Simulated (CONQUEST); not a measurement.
Set-up for a self-consistent single point of MgZn3S4 (P2, 8 atoms in the cell; from Materials Project mp-1120718, changed as shown).

```yaml
crystal:
  lattice:
    - [5.33807, 0.00000, 0.00000]
    - [0.00000, 5.33807, 0.00000]
    - [0.00000, 0.00000, 5.33807]
  atoms:
    - { symbol: Mg, position: [0.50000, 0.50000, 0.50000] }
    - { symbol: Zn, position: [0.00000, 0.00000, 0.50000] }
    - { symbol: Zn, position: [0.50000, 0.00000, 0.00000] }
    - { symbol: Zn, position: [0.02810, 0.50000, 0.00000] }
    - { symbol: S, position: [0.75633, 0.75633, 0.24367] }
    - { symbol: S, position: [0.75633, 0.24367, 0.75633] }
    - { symbol: S, position: [0.24367, 0.24367, 0.24367] }
    - { symbol: S, position: [0.24367, 0.75633, 0.75633] }
```

Method: LDA (PW92), numerical atomic orbitals double-zeta with polarisation (the shipped basis), PseudoDojo norm-conserving potentials made for LDA run with CONQUEST 1.3.

CONQUEST settings:

```
setting                                         value
---------------------  ------------------------------
basis                                             DZP
Diag.MPMeshX, Y, Z                              3 3 3
potentials             PseudoDojo norm-conserving LDA
Grid.GridCutoff                                175 Ha
DM.SolutionMethod                              diagon
Diag.kT                                     0.0001 Ha
Diag.GammaCentred                                true
minE.SCTolerance                              1.0e-07
SC.MaxIters                                       100
SC.LinearMixingFactor                             0.3
AtomMove.TypeOfRun                             static
```

Results:

| Item | Value |
|---|---|
| Number of valence electrons | 94 |
| Number of bands | 118 |
| Number of k-points after the program's reduction | 14 |
| Size of the basis | 118 |
| Number of SCF iterations | 9 |
| FFT grid | 64 × 64 × 64 |
| Free energy E − TS | -19876.4746 eV |
| Pressure | 4.41 GPa |
| Largest force (vector length) | 1.256 eV/Å |

Forces (eV/Å):
```json
[
 {"atom": "Mg1", "Fx": "0.182", "Fy": "0.000", "Fz": "0.000"},
 {"atom": "Zn2", "Fx": "-0.260", "Fy": "0.000", "Fz": "0.000"},
 {"atom": "Zn3", "Fx": "0.206", "Fy": "0.000", "Fz": "0.000"},
 {"atom": "Zn4", "Fx": "-1.256", "Fy": "0.000", "Fz": "0.000"},
 {"atom": "S5", "Fx": "0.331", "Fy": "-0.153", "Fz": "-0.297"},
 {"atom": "S6", "Fx": "0.331", "Fy": "0.153", "Fz": "0.297"},
 {"atom": "S7", "Fx": "0.229", "Fy": "-0.430", "Fz": "0.253"},
 {"atom": "S8", "Fx": "0.229", "Fy": "0.430", "Fz": "-0.253"}
]
```

Stress (GPa, positive for compression):
```
 4.15   0.00   0.00
 0.00   4.56  -1.41
 0.00  -1.41   4.52
```

For comparison: a first run was changed to give this one (atom 4 moved by +0.15 angstrom along x), and from it to this one the free energy rises by 11.7 meV/atom, the pressure goes from 4.16 to 4.41 GPa and the largest force goes from 0.136 to 1.256 eV/Å.

The program uses no crystal symmetry, so grid and mesh can part values that symmetry would make equal. The atom-centred basis is finite, which shifts total energies, pressures and forces against plane waves. Forces above 1 eV/Å remain at this geometry, of which the finite basis can carry a part. The structure comes from a collection of computed structures, made at another level of theory; the collection holds predicted forms beside known ones. Its lattice was then scaled.

Cost on one core: about 50 core-seconds (a rough figure).
